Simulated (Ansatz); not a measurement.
The start is a relaxed TiC cell displaced along its unstable phonon at q = (½, ½, 0) of its primitive reciprocal cell (126i cm⁻¹), largest move 0.15 Å. A full variable-cell relaxation at zero pressure is run with PBEsol (plane waves to 420 eV, PAW, scalar-relativistic; Ansatz, a program for electronic structure). The first steps use a coarse 8×8×12 k-mesh.

The start:
```yaml
crystal:
  lattice:
    - [7.95554, 0.00000, 0.00000]
    - [3.97777, 3.97777, 0.00000]
    - [0.00000, 0.00000, 2.58669]
  atoms:
    - { symbol: C, position: [0.73992, 0.50231, 0.29750] }
    - { symbol: C, position: [0.26008, 0.49769, 0.29750] }
    - { symbol: C, position: [0.23992, 0.01786, 0.70250] }
    - { symbol: C, position: [0.76008, 0.98214, 0.70250] }
    - { symbol: Ti, position: [0.00000, 0.00000, 0.00749] }
    - { symbol: Ti, position: [0.50000, 0.00000, 0.99251] }
    - { symbol: Ti, position: [0.00000, 0.50000, 0.05799] }
    - { symbol: Ti, position: [0.50000, 0.50000, 0.94201] }
```

* **Energy released**: 0.44 eV/atom
* **Volume change**: +2.5 %, from 10.23 to 10.49 Å³/atom
* **Relative to the parent**: It does not go back: it reaches P6₃/mmc (No. 194), NiAs type, 0.45 eV/atom below the parent
* **Shortest distances (start → end)**: The closest pairs of elements (up to four, under 3.6 Å), start → end: C–Ti 2.13 → 2.19 Å; C–C 2.59 → 3.01 Å; Ti–Ti 2.59 → 2.67 Å
* **Band gap at the end**: no gap (metallic)
* **Optimiser moves**: 14

Final values are on a 18×18×9 k-mesh of the relaxed cell. No spin polarisation in the result.

The run could not lose the symmetry of its start, so the end can be a saddle point.

The relaxed structure here is a generated cell of TiC: the first start was made by placing the elements on the sites of a structure type, and the end was not matched to a known phase here, so it may be hypothetical. Known forms of TiC include space group No. 225.
